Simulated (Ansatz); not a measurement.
Li2CuO2 in space group Immm (No. 71; Li on 4j, Cu on 2d, O on 4i), DFT-PBE in the program Ansatz with PAW potentials, all energies at zero smearing, with the estimated change up to a 700 eV cutoff added, with one set of potentials and settings (totals compare only within such a set). Cell of 5 atoms (2 Li, 1 Cu, 2 O): -8171.293 eV.

```csv
element,reference phase,E (eV/atom)
Li,"Fm-3m, 1 atoms in the cell",-204.6902
Cu,"Fm-3m, 1 atoms in the cell",-6625.1757
O,"C2/m, 4 atoms in the cell, spin-polarised",-565.0000
```

Formation energy per atom, worked out: (-8171.293 − 2×(-204.6902) − 1×(-6625.1757) − 2×(-565.0000))/5 = -1.347 eV/atom (-130 kJ per mol of atoms), at 0 K, without zero-point energy or fitted corrections.

The workflow started from an entry of the Crystallography Open Database (COD). Its standing as an ambient phase is unchecked. Symmetry was held in the PBE relaxation; whether a distortion lowers the energy is not shown. No spin polarisation was allowed. No Hubbard U is applied. The references are the lowest solids computed at this level, not always the standard phases (solids in place of the gases).

Potentials: the later of the program's two PAW sets.
